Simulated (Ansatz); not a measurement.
Relaxed candidate structures of Ta2C:

A. P-3m1 (No. 164), hP3; a = 3.095 Å, b = 3.095 Å, c = 4.922 Å, α = 90.00°, β = 90.00°, γ = 120.00°; Ta 2d (0.333, 0.667, 0.253); C 1a (0.000, 0.000, 0.000)

B. Fm-3m (No. 225), cF12; a = 5.475 Å, b = 5.475 Å, c = 5.475 Å, α = 90.00°, β = 90.00°, γ = 90.00°; Ta 8c (0.250, 0.250, 0.250); C 4a (0.000, 0.000, 0.000)

C. P-31m (No. 162), hP9; a = b = 5.372 Å, c = 4.892 Å, α = β = 90.00°, γ = 120.00°; Ta 6k (0.337, 0.337, 0.752); C 1a (0.000, 0.000, 0.000); C 2d (0.333, 0.667, 0.500)

Problem. Order them by energy per atom (lowest first) at the level PBEsol (plane waves to 420 eV, PAW, scalar-relativistic; Ansatz, a program for electronic structure).

Solution. A (reference, the lowest among the structures calculated here), C (+0.04 eV/atom), B (+1.02 eV/atom)

Each run could gain symmetry but not lose that of its start, so entries can be saddle points. From databases, or of a type measured for this composition: P-3m1, hP3; the others are generated cells (placed on structure types, drawn at random, substituted or restacked) that were not matched to a known phase here. Static energies at zero pressure. The runs use different k-meshes, so differences are rounded accordingly. No spin polarisation in the result.
